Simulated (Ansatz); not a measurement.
Consider the following.

Os:
```
CELL_PARAMETERS angstrom
      0.00000     2.75040     2.75040
      2.75040     0.00000     2.75040
      2.75040     2.75040     0.00000
ATOMIC_POSITIONS crystal
  Os 0.00000 0.00000 0.00000
  Os 0.25000 0.25000 0.25000
```

This is the PBEsol-relaxed structure.

Question: All from the program Ansatz at the PBEsol level (PAW), unless another level is named. Estimate the Hill bulk and shear moduli.

Answer: 224 and 7.1 GPa.

Question: Predict the elastic constants (relaxed ions, GPa).

Answer: C11 = 230, C12 = 221, C44 = 9.3.

Space group Fd-3m (diamond). The start of the workflow was typed in or built on a structure type; neither database checked (COD, Materials Project) lists it. It is not the phase usual at ambient conditions (space group No. 194). Symmetry was held in the PBEsol relaxation; of distortions, only those at the zone centre were tested. The run is not spin-polarised. As this level gives no gap, shear constants depend on the k-mesh and smearing (Fermi–Dirac, 0.1 eV here). Spin–orbit coupling is left out wherever it is not named.

Potentials: the later of the program's two PAW sets.
